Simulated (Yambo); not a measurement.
KAs₄ClO₆: sweep of GW parameters

G0W0@LDA for KAs$_{4}$ClO$_{6}$ (space group P6/mmm, No. 191) in Yambo. Reference settings: 3×3×1 Γ-centred k mesh, 249 bands and a 6 Ry block in the screening, 249 bands in G with the Bruneval-Gonze terminator, plasmon pole fitted at 27.2 eV. The LDA gap Γ → Γ on this mesh is 3.37 eV; G0W0 gaps are taken between the same points.

| change from the reference | G0W0 gap Γ → Γ (eV) | shift of the valence edge (eV) | rough Yambo cost |
|---|---|---|---|
| reference settings | 5.17 | -0.85 | 1 |
| 84 bands in W, 84 bands in G | 5.60 | -0.54 | about 1/4 |
| wavefunctions cut at 20 Ry | 5.29 | -0.69 | about 1/2 |
| wavefunctions cut at 30 Ry | 5.22 | -0.81 | within a factor of two |
| exchange cut at 10 Ry | 5.19 | 0.07 | – |
| 84 bands in W, 84 bands in G, 3 Ry block | 5.55 | -0.55 | about 1/5 |
| 151 bands in W, 151 bands in G, 2 Ry block | 5.24 | -0.72 | about 1/2 |
| 151 bands in W, 151 bands in G, 3 Ry block | 5.15 | -0.66 | about 1/2 |
| 151 bands in W, 151 bands in G, 5 Ry block | 5.23 | -0.70 | about 1/2 |
| 200 bands in W, 200 bands in G, 2 Ry block | 5.18 | -0.74 | within a factor of two |
| 200 bands in W, 200 bands in G, 3 Ry block | 5.08 | -0.71 | within a factor of two |
| 5 Ry block | 5.14 | -0.82 | within a factor of two |
| 3×3×2 mesh | 5.23 | -0.90 | about 4× |
| 84 bands in W, 84 bands in G, 3 Ry block, no terminator | 5.63 | -0.29 | about 1/5 |
| no terminator | 5.18 | -0.66 | within a factor of two |

The reference isn't shown to be the converged limit. Costs are rough (shared machines), scaled to the same edge states, and given only for runs that recompute the screening. The mesh misses a band edge: along a dense path the LDA gap is 3.25 eV against 3.37 eV on the mesh.

Spin-orbit splittings are left out.

The standard potential for As keeps a d shell in the valence without the s and p states of that shell. In tests on such compounds this moved G0W0 gaps by up to about 0.9 eV, so absolute quasiparticle energies here are unreliable; differences between settings are what counts.

Geometry of the Materials Project entry, not relaxed at this level; primitive cell a = b = 5.2533 Å, c = 8.9458 Å, α = β = 90.00°, γ = 120.00°.

A shift is the quasiparticle energy of the state minus its LDA energy.
